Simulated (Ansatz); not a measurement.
In HfN (rock salt type) the Hf atom of the primitive cell, with all its periodic images, is moved by 0.02 Å along x.

```
CELL_PARAMETERS angstrom
0.00000 2.26500 2.26500
2.26500 0.00000 2.26500
2.26500 2.26500 0.00000
ATOMIC_POSITIONS crystal
Hf 0.99558 0.00442 0.00442
N 0.50000 0.50000 0.50000
```

The calculation used PBE, plane waves, PAW datasets (generated hard set) (Ansatz).

Cutoff 700 eV; k-mesh 8×8×8 Γ-centred; Fermi–Dirac smearing of 0.1 eV; no spin polarisation; no spin–orbit coupling.

Q: What force results, and what does it mean for the zone-centre vibration?

A: The force on it along the displacement is -0.2279 eV/Å, a force constant of 11.40 eV/Å². The cell stands under a pressure of 3.6 GPa, which shifts the constant from its value at the relaxed volume. With the reduced mass of 12.99 u the zone-centre optical mode lies at 488 cm⁻¹ (14.64 THz) in this finite-step estimate.

| atom | Fx (eV/Å) | Fy (eV/Å) | Fz (eV/Å) |
| --- | --- | --- | --- |
| Hf1 | -0.2279 | 0.0000 | 0.0000 |
| N2 | 0.2279 | 0.0000 | 0.0000 |

The k-mesh is modest, so these values aren't fully converged in k.
